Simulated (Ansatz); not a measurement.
# Collinear states of MnSn$_{3}$

Level of theory: DFT PBEsol, scalar-relativistic, plane waves, PAW (Ansatz 0.2.0).

```xyz
4
Lattice="4.5143 0.0000 0.0000 0.0000 4.5143 0.0000 0.0000 0.0000 4.5143" Properties=species:S:1:pos:R:3 pbc="T T T"
Sn    0.0000    2.2571    2.2571
Sn    2.2571    0.0000    2.2571
Sn    2.2571    2.2571    0.0000
Mn    0.0000    0.0000    0.0000
```

```
plane-wave cutoff                               : 420 eV
Γ-centred k-mesh                                : 10×10×10
occupation rule                                 : Gaussian smearing, 0.1 eV
list of starting moments (μB, in atom order)    : 0 0 0 4
check for lower electronic states after the SCF : off
```

Each order was relaxed in cell and atoms. A propagation vector, in units of the reciprocal vectors, doubles the cell, which takes an equally dense mesh. Site moments are spin moments in atom-centred spheres that scale with the neighbour distance. The states are those that the runs reached from these starts; a lower one can exist.

Task: Starts tried: no spin; ferromagnetic; antiferromagnetic, doubled cell, propagation vector (0, 1/2, 1/2). Which state comes out lowest, and what are the moments?

Result: The lowest state is ferromagnetic, reached from the start “ferromagnetic”, with site moments (μB) Mn +4.09.

```
                                                            start ends energy above lowest (meV/atom) site moments (μB) gap on mesh (eV) volume (Å³/atom)
                                                          no spin non-magnetic                             384      none over 0.05             metal             20.71
                                                    ferromagnetic ferromagnetic                            0.00            Mn +4.09             metal             23.00
antiferromagnetic, doubled cell, propagation vector (0, 1/2, 1/2) antiferromagnetic                            5.58  Mn +4.05, Mn -4.05             metal             22.91
```

Cost: 3 runs of about 9.9 core-minutes in all, on Arm Neoverse V1 (shared hosts).